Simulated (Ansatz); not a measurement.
ZnS:
```cif
data_S6Zn6
_chemical_formula_sum 'Zn6 S6'
_space_group_name_H-M_alt 'P 1'
_space_group_IT_number 1
_cell_length_a 3.80916
_cell_length_b 3.80916
_cell_length_c 18.68997
_cell_angle_alpha 90.000
_cell_angle_beta 90.000
_cell_angle_gamma 120.000
loop_
_space_group_symop_operation_xyz
  'x, y, z'
loop_
_atom_site_label
_atom_site_type_symbol
_atom_site_fract_x
_atom_site_fract_y
_atom_site_fract_z
_atom_site_occupancy
Zn1 Zn 0.00000 0.00000 0.00003 1
Zn2 Zn 0.00000 0.00000 0.50003 1
Zn3 Zn 0.33333 0.66667 0.16681 1
Zn4 Zn 0.66667 0.33333 0.66681 1
Zn5 Zn 0.66667 0.33333 0.33327 1
Zn6 Zn 0.33333 0.66667 0.83327 1
S1 S 0.00000 0.00000 0.12511 1
S2 S 0.00000 0.00000 0.62511 1
S3 S 0.33333 0.66667 0.29165 1
S4 S 0.66667 0.33333 0.79165 1
S5 S 0.66667 0.33333 0.45813 1
S6 S 0.33333 0.66667 0.95813 1
```

Relaxed with r²SCAN.

**Question.** Give the optical modes at the zone centre with their infrared and Raman activity from DFPT, DFT-r²SCAN in the program Ansatz with PAW potentials.

**Answer.** Transverse frequencies, without the LO–TO term; a row sums one degenerate level.

| ω (cm⁻¹) | degeneracy | IR ((D/Å)²/amu) | Raman (Å⁴/amu) | activity |
|---|---|---|---|---|
| 43 | 2 | 0.00 | 0 | silent |
| 44 | 2 | 0.00 | 0.14 | Raman |
| 66 | 2 | 0.00 | 0 | silent |
| 67 | 2 | 0.00 | 0 | silent |
| 72 | 2 | 0.00 | 0 | silent |
| 101 | 1 | 0.00 | 0 | silent |
| 102 | 1 | 0.00 | 0 | silent |
| 172 | 1 | 0.00 | 0.073 | Raman |
| 173 | 1 | 0.00 | 0.12 | Raman |
| 196 | 1 | 0.00 | 0 | silent |
| 272 | 1 | 26.00 | 7.3 | IR+Raman |
| 274 | 2 | 49.75 | 6.0 | IR+Raman |
| 276 | 2 | 0.00 | 10 | Raman |
| 278 | 2 | 0.00 | 0.62 | Raman |
| 281 | 2 | 0.36 | 0.18 | IR+Raman |
| 285 | 2 | 0.00 | 0 | silent |
| 287 | 2 | 0.00 | 0.38 | Raman |
| 338 | 1 | 0.00 | 0 | silent |
| 338 | 1 | 0.00 | 1.1 | Raman |
| 339 | 1 | 0.00 | 0.44 | Raman |
| 341 | 1 | 0.00 | 0 | silent |
| 341 | 1 | 0.00 | 0 | silent |

**Question.** How high does the top mode go among those that the LO–TO term moves?

**Answer.** 342 cm⁻¹ for q along x, 342 cm⁻¹ for q along y, 342 cm⁻¹ for q along z.

Space group P6_3mc (6H polytype). The workflow started from an entry of the Crystallography Open Database (COD). Its sites differ from those of the usual phase in this space group: another stacking or structure type. Symmetry was held in the r²SCAN relaxation; of distortions, only those at the zone centre were tested.

Potentials: the later of the program's two PAW sets.
